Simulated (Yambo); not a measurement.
```
CELL_PARAMETERS angstrom
      3.76856     0.00000     0.00000
      0.00000     3.76856     0.00000
      0.00000     0.00000     3.76856
ATOMIC_POSITIONS crystal
  Cl 0.50000 0.50000 0.50000
  Tl 0.00000 0.00000 0.00000
```

TlCl (CsCl type, space group Pm-3m, No. 221): mean Im ε in 1 eV windows above the direct gap of 3.23 eV, for different electron-hole kernels (Yambo, broadening 0.15 eV, PBE (pw.x of Quantum ESPRESSO, ONCV potentials, scalar-relativistic) bands; 8×8×8 mesh, 4 valence and 5 conduction bands, static screening with 31 bands and a 4 Ry block, scissor 1.28 eV, Tamm-Dancoff; field along x).

```json
[
 {"window (eV)": "3.2 to 4.2", "independent quasiparticles": "0.9", "RPA (no attraction)": "0.8", "BSE": "2.5"},
 {"window (eV)": "4.2 to 5.2", "independent quasiparticles": "2.8", "RPA (no attraction)": "2.4", "BSE": "7.3"},
 {"window (eV)": "5.2 to 6.2", "independent quasiparticles": "6.6", "RPA (no attraction)": "5.1", "BSE": "12"},
 {"window (eV)": "6.2 to 7.2", "independent quasiparticles": "10", "RPA (no attraction)": "8.8", "BSE": "5.1"},
 {"window (eV)": "7.2 to 8.2", "independent quasiparticles": "5.9", "RPA (no attraction)": "5.6", "BSE": "3.1"},
 {"window (eV)": "8.2 to 9.2", "independent quasiparticles": "3.9", "RPA (no attraction)": "3.7", "BSE": "2.7"}
]
```

This run doesn't resolve bound excitons or single peaks, so only averages are given, and they too depend on the mesh; weight that the attraction moves below the gap isn't listed. All transitions below 12.99 eV are in the band window. The scissor comes from a G0W0 run whose convergence isn't established.

Spin-orbit coupling is left out; with 6p states at a band edge it can lower the gap by many tenths of an eV, most of a small gap.

Bands and orbitals come from the standard potentials; the scissor and the G0W0 gaps come from a run at the same geometry on the stringent ones, which hold whole semicore shells in the valence.

Geometry relaxed with PBEsol.
